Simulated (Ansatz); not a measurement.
**Relaxing a structure of Cd₃N₂**

The start is a generated cell, Cd3N2 placed in the bixbyite structure type. A full variable-cell relaxation at zero pressure is run with PBEsol (plane waves to 420 eV, PAW, scalar-relativistic; Ansatz, a first-principles code). The first steps use a coarse 3×3×3 k-mesh.

Starting cell:
```
CELL_PARAMETERS angstrom
     -5.18397     5.18397     5.18397
      5.18397    -5.18397     5.18397
      5.18397     5.18397    -5.18397
ATOMIC_POSITIONS crystal
  N  0.50000 0.50000 0.50000
  N  0.50000 0.00000 0.00000
  N  0.00000 0.00000 0.50000
  N  0.00000 0.50000 0.00000
  N  0.25000 0.71650 0.46650
  N  0.75000 0.78350 0.03350
  N  0.46650 0.25000 0.71650
  N  0.03350 0.75000 0.78350
  N  0.71650 0.46650 0.25000
  N  0.78350 0.03350 0.75000
  N  0.75000 0.28350 0.53350
  N  0.25000 0.21650 0.96650
  N  0.53350 0.75000 0.28350
  N  0.96650 0.25000 0.21650
  N  0.28350 0.53350 0.75000
  N  0.21650 0.96650 0.25000
  Cd 0.53610 0.77370 0.54340
  Cd 0.73030 0.99270 0.95660
  Cd 0.76970 0.72630 0.26240
  Cd 0.96390 0.50730 0.23760
  Cd 0.54340 0.53610 0.77370
  Cd 0.95660 0.73030 0.99270
  Cd 0.26240 0.76970 0.72630
  Cd 0.23760 0.96390 0.50730
  Cd 0.77370 0.54340 0.53610
  Cd 0.99270 0.95660 0.73030
  Cd 0.72630 0.26240 0.76970
  Cd 0.50730 0.23760 0.96390
  Cd 0.46390 0.22630 0.45660
  Cd 0.26970 0.00730 0.04340
  Cd 0.23030 0.27370 0.73760
  Cd 0.03610 0.49270 0.76240
  Cd 0.45660 0.46390 0.22630
  Cd 0.04340 0.26970 0.00730
  Cd 0.73760 0.23030 0.27370
  Cd 0.76240 0.03610 0.49270
  Cd 0.22630 0.45660 0.46390
  Cd 0.00730 0.04340 0.26970
  Cd 0.27370 0.73760 0.23030
  Cd 0.49270 0.76240 0.03610
```

Task: Which atoms feel the largest initial force, and how large is it?

Result: About 1.1 eV/Å, on Cd17, Cd18, Cd19, Cd20, Cd21, Cd22, Cd23, Cd24 and others (atoms numbered as listed).

Task: By how much does the energy per atom fall from start to end?

Result: 0.12 eV/atom.

Task: How does the volume per atom move from start to end?

Result: +12.4 %, from 13.93 to 15.65 Å³/atom.

Task: How do the shortest distances between atoms change?

Result: The closest pairs of elements (up to four, under 3.6 Å), start → end: Cd–N 2.18 → 2.23 Å; Cd–Cd 2.83 → 3.00 Å; N–N 3.43 → 3.60 Å.

The space group stays Ia-3 (No. 206) (the run could not lower it); the end is anti-bixbyite type, with 40 atoms in the primitive cell. Final values are on a 4×4×4 k-mesh of the relaxed cell. No spin polarisation in the result.

The run could not lose the symmetry of its start.

The first start was generated by placing the elements on the sites of a structure type. Materials Project lists a structure of Cd3N2 in the same space group, Ia-3 (No. 206); the sites were not compared with it, nor with measured phases.
